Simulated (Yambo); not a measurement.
G0W0@LDA for Cs2PdCl4 (space group P4/mmm, No. 123) in Yambo. Reference settings: 2×2×2 Γ-centred k mesh, bands 5 to 271 and a 6 Ry block in the screening, 271 bands in G with the Bruneval-Gonze terminator, plasmon pole fitted at 27.2 eV. The LDA gap M → M on this mesh is 1.62 eV; G0W0 gaps are taken between the same points.

The settings were changed. The gap went from 4.15 eV to 4.17 eV, and the shift of the valence edge from -1.23 eV to -0.57 eV.

Problem. Which change was made?
A) 103 bands in W, 103 bands in G
B) no terminator
C) 103 bands in G
D) 103 bands in G, no terminator

Solution. D, 103 bands in G, no terminator. The others gave (gap, valence shift): 103 bands in W, 103 bands in G: 4.17, -1.00 eV; no terminator: 4.16, -1.01 eV; 103 bands in G: 4.16, -1.16 eV.

Spin-orbit coupling is not included.

Geometry of the Materials Project entry, not relaxed at this level; primitive cell a = b = 7.509 Å, c = 4.673 Å, α = β = γ = 90.00°.

A shift is the quasiparticle energy of the state minus its LDA energy.
